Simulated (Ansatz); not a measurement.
Task: Each is relaxed and computed with DFT-r²SCAN in the program Ansatz with PAW potentials. Which alone has a direct gap?
A. Te2Mo, P6_3/mmc (Te on 4f, Mo on 2c)
B. SnTe, rock salt
C. SnSe, Pnma (Sn on 4c, Se on 4c)
D. GeTePt, P2_13 (Ge on 4a, Te on 4a, Pt on 4a)

Result: B, SnTe, rock salt. SnTe: gap 0.14 eV (direct); SnSe: gap 1.01 eV (indirect); Te2Mo: gap 1.06 eV (indirect); GeTePt: gap 0.37 eV (indirect). Standing as an ambient phase not checked: GeTePt, P2_13 (Ge on 4a, Te on 4a, Pt on 4a). Weakly bound layers, chains or molecules computed without a dispersion correction, so cells and soft constants are ill determined: SnSe, Pnma (Sn on 4c, Se on 4c); Te2Mo, P6_3/mmc (Te on 4f, Mo on 2c). All cells were relaxed under the symmetry of their starts (and spin orders); stability against distortions was not tested throughout. Rows with no word on spin ran without spin polarisation. Scalar-relativistic: spin–orbit coupling is off unless named, which matters more the heavier the elements.

Potentials: the earlier of the program's two PAW sets.
